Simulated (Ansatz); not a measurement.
The elements of this relaxed trial crystal are hidden behind letters.

```
lattice vectors (Å)
   2.7296    0.0000    0.0000
  -1.3648    2.3639    0.0000
   0.0000    0.0000   22.4928
fractional positions
X 0.3333 0.6667 0.5000
X 0.6667 0.3333 0.0000
X 0.6667 0.3333 0.4087
X 0.6667 0.3333 0.5913
Z 0.3333 0.6667 0.6854
Z 0.3333 0.6667 0.9057
Z 0.3333 0.6667 0.0943
Z 0.3333 0.6667 0.3146
Z 0.6667 0.3333 0.7955
Z 0.6667 0.3333 0.2045
```

These are results of DFT PBE, scalar-relativistic, plane waves, PAW in Ansatz 0.2.0, not measurements. Settings of the last relaxation (10-atom cell): 420 eV, 18×18×2 k points, Gaussian smearing of 0.10 eV, collinear spin.

```
Space group                                 : P-6m2 (No. 187)
Conventional cell                           : a = 2.730 Å, c = 22.493 Å
Volume per atom                             : 14.51 Å³
Density                                     : 15.95 g/cm³
Energy over the elements                    : −0.03 eV/atom
Gap on the 18×18×2 mesh of the 10-atom cell : 0 eV (a metal)
Net moment per atom                         : 1.28 μB
```

Energies are uncorrected and count from the elements' standard states at the same level.

Question: X is a d-block element of period 4 and Z is a d-block element of period 6. Which elements are they?

Answer: X = Fe, Z = Pt, so the formula is Fe2Pt3. Density times volume gives a mean mass of 15.95 × 14.51/1.6605 = 139.4 u per atom, and this set has 139.4 u. Around Fe on a site of symmetry -6m2 lie 12 Fe at 2.59–2.73 Å; Fe on a second site of symmetry -6m2 has 6 Pt at 2.64 Å and 6 Fe at 2.73 Å; around Pt on its first site lie 3 Fe at 2.64 Å, 6 Pt at 2.73 Å and 3 Pt at 2.93 Å; 3 more sites not described. Other sets within the hints have nearly the same mass, so mass alone doesn't settle it; this one was computed.

Spin–orbit coupling, which can matter for Pt, is left out. Another magnetic order may lie lower. A structure relaxed within its symmetry needn't be a true minimum.
